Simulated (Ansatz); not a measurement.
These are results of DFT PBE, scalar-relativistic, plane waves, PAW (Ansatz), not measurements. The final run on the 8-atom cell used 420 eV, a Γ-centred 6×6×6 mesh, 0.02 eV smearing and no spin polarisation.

Formation energies are uncorrected and count from the elements' standard states at the same level.

Problem. Find a candidate cubic semiconductor that holds Se and 2 more elements, with a gap near 1.0 eV, a formation energy near −0.79 eV/atom and about 29 Å³ per atom, in a cell of 8 atoms.

Solution. MgCd3Se4, space group P-43m (No. 215). Mg has 4 Se at 2.60 Å; around Cd lie 4 Se at 2.68 Å; Se is surrounded by 1 Mg at 2.60 Å and 3 Cd at 2.68 Å.

```yaml
crystal:
  lattice:
    - [6.14276, 0.00000, 0.00000]
    - [0.00000, 6.14276, 0.00000]
    - [0.00000, 0.00000, 6.14276]
  atoms:
    - { symbol: Mg, position: [0.00000, 0.00000, 0.00000] }
    - { symbol: Cd, position: [0.00000, 0.50000, 0.50000] }
    - { symbol: Cd, position: [0.50000, 0.00000, 0.50000] }
    - { symbol: Cd, position: [0.50000, 0.50000, 0.00000] }
    - { symbol: Se, position: [0.75532, 0.75532, 0.24468] }
    - { symbol: Se, position: [0.75532, 0.24468, 0.75532] }
    - { symbol: Se, position: [0.24468, 0.75532, 0.75532] }
    - { symbol: Se, position: [0.24468, 0.24468, 0.24468] }
```

The volume per atom is 28.97 Å³ and the density is 4.85 g/cm³. The energy over the elements is −0.786 eV/atom and the gap on the 6×6×6 mesh of the 8-atom cell is 0.99 eV.

The cell was found from a structure generator's guess, not taken from experiment. The answer needn't be unique; the calculation gave this one.

Kohn–Sham gaps at this level usually fall short of measured ones. The reference form of Se is held partly by dispersion forces, which this level lacks. A later test with randomly moved atoms came back to the same energy, though modes that don't fit the test's cell weren't probed.
